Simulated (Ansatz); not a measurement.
### Question
C in space group Fd-3m (No. 227; C on 32e) is relaxed with r²SCAN in the plane-wave PAW code Ansatz. What lattice parameters of the conventional cell result?

### Answer
a = 7.474 Å.

### Question
Give the free coordinates with the occupied sites.

### Answer
In one choice of origin and axes:

```
atom  site  symmetry       x       y       z
----  ----  --------  ------  ------  ------
C      32e       .3m  0.0705  0.0705  0.0705
```

### Question
Is it a metal or does it have a gap at this level?

### Answer
A gap of 2.48 eV.

The start of the workflow was typed in or built on a structure type. Its sites differ from those of the usual phase in this space group: another stacking or structure type. The r²SCAN relaxation kept the symmetry of its start; its stability against distortions is not shown here.

Potentials: the earlier of the program's two PAW sets.
